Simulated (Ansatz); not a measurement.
YN:
```yaml
crystal:
  lattice:
    - [0.00000, 2.44795, 2.44795]
    - [2.44795, 0.00000, 2.44795]
    - [2.44795, 2.44795, 0.00000]
  atoms:
    - { symbol: Y, position: [0.00000, 0.00000, 0.00000] }
    - { symbol: N, position: [0.50000, 0.50000, 0.50000] }
```

Relaxed with r²SCAN.

**Question.** Give the Bader charges and basin volumes of the independent atoms, r²SCAN (plane waves, PAW; program Ansatz).

**Answer.** 

```
atom  Bader charge (e)  Bader volume (Å³)
----  ----------------  -----------------
Y1               +1.97               13.0
N2               -1.97               16.4
```

Space group Fm-3m (rock salt). Symmetry was held in the r²SCAN relaxation. The run is not spin-polarised.

Potentials: the earlier of the program's two PAW sets.
